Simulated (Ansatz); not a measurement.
# ReH4I2N2: settings compared (Ansatz)

The command:

```bash
ansatz run input.yaml --threads 1 --pin off --max-ram 2560MiB --backend cpu --events-out ev --progress --plain --runs-dir out
```

The input file (Ansatz 0.2.0, plane waves):

```yaml
crystal:
  lattice:
    - [0.0, 3.800903, 0.0]
    - [6.255276, -1.900451, 0.0]
    - [1.597191, 0.0, -5.677264]
  atoms:
    - { symbol: Re, position: [0.0, 0.0, 0.0] }
    - { symbol: I, position: [0.8812, 0.7624, 0.7537] }
    - { symbol: I, position: [0.1188, 0.2376, 0.2463] }
    - { symbol: "N", position: [0.6067, 0.2134, 0.7706] }
    - { symbol: "N", position: [0.3933, 0.7866, 0.2294] }
    - { symbol: H, position: [0.61, 0.22, 0.566] }
    - { symbol: H, position: [0.39, 0.78, 0.434] }
    - { symbol: H, position: [0.701, 0.402, 0.7762] }
    - { symbol: H, position: [0.299, 0.598, 0.2238] }
  symmetry: { tolerance: 0.0003 }
kpoints:
  mp_grid: { grid: [5, 5, 3], shift: [0, 0, 0] }
magnetization:
  spin_polarized: false
scf:
  occupations: { method: fermi_dirac }
hamiltonian:
  pseudopotentials: { kind: paw }
  xc: r2scan
basis:
  ecutwfc: 500
output:
  forces: true
  stress: true
  eigenvalues: true
```

Origin of the cell: a known structure type with other elements, at an estimated volume, so it need not be a known compound.

The smearing width isn't typed, so it takes its default of 0.1 eV.

Output of this run (shortened):

```
Pseudopotentials: kind: paw
Pseudopotential: Re, paw, valence charge 15, recommended cutoff 500 eV (meta_gga), Re.paw.azcp
Pseudopotential: I, paw, valence charge 17, recommended cutoff 500 eV (meta_gga), I.paw.azcp
Pseudopotential: N, paw, valence charge 5, recommended cutoff 500 eV (meta_gga), N.paw.azcp
Pseudopotential: H, paw, valence charge 1, recommended cutoff 500 eV (meta_gga), H.paw.azcp
Functional definition: r2SCAN
  exchange = r2scan_x(k0 = k0, k1 = k1, a1 = a1)
  correlation = r2scan_c
Crystal: 9 atoms, lattice volume = 134.981 Å³
Basis set: ecut = 500 eV, 3411 PW (Γ), exchange–correlation on 120×192×180 points (64 copies of the dense FFT grid, shifted against one another)
Bands: 41, of which v1, the nominal top of the filled ones, is band 32 counted from 1 (31 counted from 0)
[… 14 lines left out …]
Initial density: superposition of atomic densities (neutral atoms: chi_scale 0, normalization atom), corrected by the library's trained network
Functional: x = r2scan, c = r2scan; τ floored in thin density (d = 2e-4 eV/Å³)
SCF iter   1: F=—  HF=-26765.773379 eV  Δρ=1.12e-2  dr2=1.91e-1  dr2_τ=2.43e-1  defer=25
SCF iter   2: F=—  HF=-26765.760936 eV  Δρ=5.07e-3  dr2=3.84e-2  dr2_τ=5.15e-3  defer=43
SCF iter   3: F=—  HF=-26765.755955 eV  Δρ=3.66e-3  dr2=1.61e-2  dr2_τ=1.11e-3  defer=43
SCF iter   4: F=—  HF=-26765.754683 eV  Δρ=1.51e-3  dr2=4.73e-3  dr2_τ=1.27e-4  defer=43
SCF iter   5: F=—  HF=-26765.754484 eV  Δρ=7.50e-4  dr2=1.26e-3  dr2_τ=2.63e-5  defer=43
SCF iter   6: F=—  HF=-26765.754316 eV  Δρ=1.82e-4  dr2=6.52e-5  dr2_τ=4.77e-6  defer=43
SCF iter   7: F=—  HF=-26765.754316 eV  Δρ=1.03e-4  dr2=8.51e-6  dr2_τ=8.66e-7  defer=43
SCF iter   8: F=—  HF=-26765.754316 eV  Δρ=2.77e-5  dr2=6.37e-7  dr2_τ=4.58e-8  defer=43
SCF iter   9: F=-26765.754316 eV  HF=-26765.754316 eV  Δρ=7.48e-6  dr2=4.87e-8  dr2_τ=9.25e-9
SCF 1 converged in 9 iterations: F = -26765.754316 eV  dr2 = 4.87e-8
SCF converged after 9 iterations
Free energy (F): -26765.754316 eV
Harris-Foulkes:  -26765.754316 eV  (|F-HF|=1.37e-8)
Internal energy: -26765.557432 eV  (E = F + TS)
E sigma→0 (E₀):  -26765.655874 eV
Entropy (-TS):   -0.196884 eV (-21.876 meV/atom)
Fermi energy:    7.175273 eV
--- Per-component energies (eV) ---
  E_band       = -1132.672151
  E_kinetic    = 1217.332221
  E_local      = -6466.171052  (includes V_loc(G=0)·N_el)
  E_nonlocal   = -33.955595
  E_hartree    = 2983.729373
  E_xc         = -775.611214
  E_vxc        = -828.918462  (∫ρ·V_xc dr)
  E_paw        = -18624.324533  (= ΣΔE_a)
  E_vpaw       = -1034.978186  (= ΣTr[D̂ρ^β])
  E_aug_tail   = -0.001570  (compensation charges beyond the density's cutoff)
  E_vtau       = 46.561558  (kinetic-family band-sum trace: ∫τ·v_τ [+ j·A + Jᵃ·Aᵃ] dr)
  E_ewald      = -5066.171169
  E_core_change = -0.383894  (= ΣΔE_core)
  E_smearing   = -0.196884  (= −TS)
  Σ components = -26765.754316   (vs F -26765.754316, Δ=0.00e0)
--- Forces (eV/Å), atoms counted from 1 ---
  atom   1  Re     0.000000     0.000000     0.000000
[… 3 lines left out …]
  atom   5  N     -0.823125    -0.000000    -1.281652
  atom   6  H      0.987520    -0.000000    -4.076763
  atom   7  H     -0.987520     0.000000     4.076763
  atom   8  H     -4.133668    -0.000000     0.082926
  atom   9  H      4.133668     0.000000    -0.082926
  max |Σ_I F_I| component: 0.00e0 eV/Å
--- Stress (GPa, compression-positive) ---
        7.036529       0.000001     -15.369194
        0.000001     -14.814390      -0.000001
      -15.369195      -0.000001      -5.002833
  P = ⅓ Tr σ = -4.2602 GPa (-42.602 kbar)
```

The same input was run again with these changes:

1. `kpoints.mp_grid.shift` [0, 0, 0] → [0.5, 0.5, 0.5]
2. `basis.ecutwfc` 500 → "600 eV"; `scf.occupations.method` fermi_dirac → tetrahedron_uncorrected
3. `hamiltonian.hubbard` default → { sites: [{ species: Re, l: d, u_eff: 1.0 }], double_counting: amf }
4. `accuracy` default → high; `hamiltonian.hubbard` default → { sites: [{ species: Re, l: d, u_eff: 1.0 }], double_counting: amf }

```json
{"run": "base", "end": "converged", "SCF iterations": "9", "P (GPa)": "-4.26", "max force component (eV/Å)": "4.134", "gap on mesh (eV)": "–", "moment (μB)": "–", "ΔE(σ→0) (meV/atom)": "0"}
{"run": "1", "end": "converged", "SCF iterations": "9", "P (GPa)": "-4.40", "max force component (eV/Å)": "4.135", "gap on mesh (eV)": "–", "moment (μB)": "–", "ΔE(σ→0) (meV/atom)": "-2.97"}
{"run": "2", "end": "converged", "SCF iterations": "10", "P (GPa)": "-4.39", "max force component (eV/Å)": "4.138", "gap on mesh (eV)": "–", "moment (μB)": "–", "ΔE(σ→0) (meV/atom)": "3.67"}
{"run": "3", "end": "converged", "SCF iterations": "21", "P (GPa)": "-4.19", "max force component (eV/Å)": "4.171", "gap on mesh (eV)": "–", "moment (μB)": "–", "ΔE(σ→0) (meV/atom)": "–"}
{"run": "4", "end": "converged", "SCF iterations": "28", "P (GPa)": "-4.19", "max force component (eV/Å)": "4.171", "gap on mesh (eV)": "–", "moment (μB)": "–", "ΔE(σ→0) (meV/atom)": "–"}
```

Energies are compared only where functional, datasets, charge and starting cell are the same.

Caveats of the base run: no moments, though an odd count or open d shells may carry them; no spin-orbit coupling, though heavy elements are present; the k mesh is coarse if the cell is a metal.

Run 1: the k mesh keeps only part of the crystal's symmetry.

The base run took 19 s on 1 thread of Intel(R) Xeon(R) 6975P-C (Granite Rapids) (shared host), peak memory 0.79 GiB, from the program's own first density.
